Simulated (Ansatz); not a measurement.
**NMR crystallography of ZnS with oxygen replacing S: given against relaxed positions**

Start: a supercell of ZnS (space group P6_3mc) built from a COD entry, with all atoms left at the host's positions.

```cif
data_Zn12S11O
_symmetry_space_group_name_H-M 'P31m'
_symmetry_Int_Tables_number 157
_cell_length_a 6.6211
_cell_length_b 6.6211
_cell_length_c 12.5200
_cell_angle_alpha 90.000
_cell_angle_beta 90.000
_cell_angle_gamma 120.000
loop_
_atom_site_label
_atom_site_type_symbol
_atom_site_symmetry_multiplicity
_atom_site_Wyckoff_symbol
_atom_site_fract_x
_atom_site_fract_y
_atom_site_fract_z
Zn1 Zn 3 c 0.6667 0.6667 0.0000
Zn4 Zn 3 c 0.6667 0.6667 0.5000
Zn7 Zn 1 a 0.0000 0.0000 0.2500
Zn8 Zn 2 b 0.3333 0.6667 0.2500
Zn10 Zn 3 c 0.0000 0.6667 0.7500
S13 S 3 c 0.6667 0.6667 0.1875
S16 S 3 c 0.6667 0.6667 0.6875
O O 1 a 0.0000 0.0000 0.4375
S20 S 2 b 0.3333 0.6667 0.4375
S22 S 3 c 0.0000 0.6667 0.9375
```

One atom of each set is listed.

The numbers come from a DFT calculation in Ansatz (PBE, plane waves and PAW, scalar-relativistic, 420 eV cutoff, Γ-centred 3×3×2 k-points, Fermi–Dirac smearing 0.01 eV).

The largest force at the start is 1.3 eV/Å. Relaxing the ions at fixed cell moves them by 0.271 Å at most (atom 7, Zn) and 0.113 Å rms.

```json
{"site": "Zn1", "moved (Å)": "0.044", "first shell before": "4 S at 2.34–2.35 Å", "first shell after": "4 S at 2.35–2.37 Å", "V_zz before (10²¹ V/m²)": "0.22", "η before": "0.13"}
{"site": "Zn4", "moved (Å)": "0.251", "first shell before": "3 S at 2.34–2.35 Å, 1 O at 2.34 Å", "first shell after": "1 O at 2.09 Å, 3 S at 2.39–2.42 Å", "V_zz before (10²¹ V/m²)": "3.12", "η before": "0.09"}
{"site": "Zn7", "moved (Å)": "0.271", "first shell before": "3 S at 2.34 Å, 1 O at 2.35 Å", "first shell after": "1 O at 2.08 Å, 3 S at 2.38 Å", "V_zz before (10²¹ V/m²)": "3.28", "η before": "0.00"}
{"site": "Zn8", "moved (Å)": "0.020", "first shell before": "4 S at 2.34–2.35 Å", "first shell after": "4 S at 2.34–2.35 Å", "V_zz before (10²¹ V/m²)": "0.013", "η before": "0.00"}
{"site": "Zn10", "moved (Å)": "0.034", "first shell before": "4 S at 2.34–2.35 Å", "first shell after": "4 S at 2.35–2.38 Å", "V_zz before (10²¹ V/m²)": "-0.090", "η before": "0.15"}
{"site": "S13", "moved (Å)": "0.074", "first shell before": "4 Zn at 2.34–2.35 Å", "first shell after": "4 Zn at 2.35–2.38 Å", "V_zz before (10²¹ V/m²)": "0.58", "η before": "0.10"}
{"site": "S16", "moved (Å)": "0.080", "first shell before": "4 Zn at 2.34–2.35 Å", "first shell after": "4 Zn at 2.35–2.39 Å", "V_zz before (10²¹ V/m²)": "0.48", "η before": "0.05"}
{"site": "O", "moved (Å)": "0.001", "first shell before": "4 Zn at 2.34–2.35 Å", "first shell after": "4 Zn at 2.08–2.09 Å", "V_zz before (10²¹ V/m²)": "0.13", "η before": "0.00"}
{"site": "S20", "moved (Å)": "0.016", "first shell before": "4 Zn at 2.34–2.35 Å", "first shell after": "4 Zn at 2.34–2.42 Å", "V_zz before (10²¹ V/m²)": "-0.48", "η before": "0.00"}
{"site": "S22", "moved (Å)": "0.020", "first shell before": "4 Zn at 2.34–2.35 Å", "first shell after": "4 Zn at 2.35–2.38 Å", "V_zz before (10²¹ V/m²)": "0.24", "η before": "0.28"}
```

(1) What are V_zz and η after the relaxation?

## Answers

(1) 

```tsv
site	V_zz after	η after	change of V_zz
Zn1	-0.60	0.48	–
Zn4	-1.36	0.25	-4.48
Zn7	-1.27	0.00	-4.55
Zn8	-0.16	0.00	-0.17
Zn10	0.47	0.40	–
S13	1.82	0.55	+1.24
S16	1.69	0.84	+1.21
O	-0.30	0.00	-0.43
S20	-2.44	0.00	-1.96
S22	0.96	0.54	+0.72
```

The largest change of V_zz along a kept axis is on Zn7, from 3.28 to -1.27. Small gradients that grow severalfold: S16 (0.48 to 1.69), S20 (-0.48 to -2.44). Where |V_zz| stays above 0.1 and the axes keep their order, η moves most on S16, from 0.05 to 0.84. On S13 V_xx and V_yy change places (or their axes turn by over 50°), so the two values of η hide a larger change. V_zz changes sign on Zn7 (same axis), Zn4 (same axis), O (same axis). On Zn1, Zn10 the largest principal value lies along another axis in the second run, so the two V_zz can't be compared directly. The host's own positions weren't relaxed first, so part of the change far from the defect can be the host's relaxation.

The defect repeats with the cell of 24 atoms, so it feels its images: sites between two images don't show the values beside a lone defect, and zeros or small values of η there can come from the images' arrangement. S and Zn carry a gradient in the pure host already, so the values there aren't the defect's effect alone.
Before: The neighbours have not yet relaxed around the defect (largest force 1.3 eV/Å), so a real crystal will differ.
After: The relaxation keeps the site symmetry 3m of the start, so the impurity can move only along its axis; a start off the site could end lower.
